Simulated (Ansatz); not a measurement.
Here is an unrelaxed guess for AsSe4.

```xyz
5
Lattice="-3.6817 3.6817 2.2649 3.6817 -3.6817 2.2649 3.6817 3.6817 -2.2649" Properties=species:S:1:pos:R:3 pbc="T T T"
As    0.0000    0.0000    0.0000
Se    0.7537    2.1882    2.2649
Se    2.9280    1.4935    0.0000
Se    1.4935    4.4353    0.0000
Se    2.1882   -0.7537    2.2649
```

Computed with DFT PBE, scalar-relativistic, plane waves, PAW in Ansatz. Settings: cutoff 420 eV, Γ-centred mesh 4×4×4 on the computed 5-atom cell, Gaussian smearing of 0.10 eV; no spin polarisation.

The zero of energy is the elements' standard structures at the same level; no fitted shifts are applied.

Task: Estimate its pressure, forces and energy as it stands.

Result: The pressure is -8.7 GPa (the mean over three directions, positive in compression), the largest force is 0.40 eV/Å, and the energy is +0.81 eV/atom against the elements. The shortest distance is 3.22 Å.

Task: How much does it gain on relaxing, and where does it end?

Result: Relaxing gains about 0.53 eV/atom (the start's value is from the coarse mesh, so the gain is rough) in 24 ionic steps and ends at +0.28 eV/atom on the finer mesh. The symmetry stays I4/m (No. 87). The volume per atom grows by 7.0 %, from 24.6 to 26.3 Å³. The shortest distance goes from 3.22 Å (Se–Se) to 2.57 Å (Se–Se). The ratio c/a of the conventional cell changes by a factor of 0.64. Conventional cell: a = 8.741 Å, c = 3.441 Å. As is surrounded by 8 Se at 2.88 Å; Se has 2 Se at 2.57 Å and 2 As at 2.88 Å.

The last run used a 12×12×12 mesh for its 5-atom cell and Gaussian smearing of 0.10 eV. An odd number of electrons in the primitive cell allows no gap without spin; a larger cell or a magnetic state could open one. The cell is a metal run without spin; a magnetic state may lie lower. The reference forms of As and Se are held partly by dispersion forces, which this level lacks. The relaxation can't lower the symmetry of the start. Symmetry constrained the relaxation, so the result can be a saddle point.
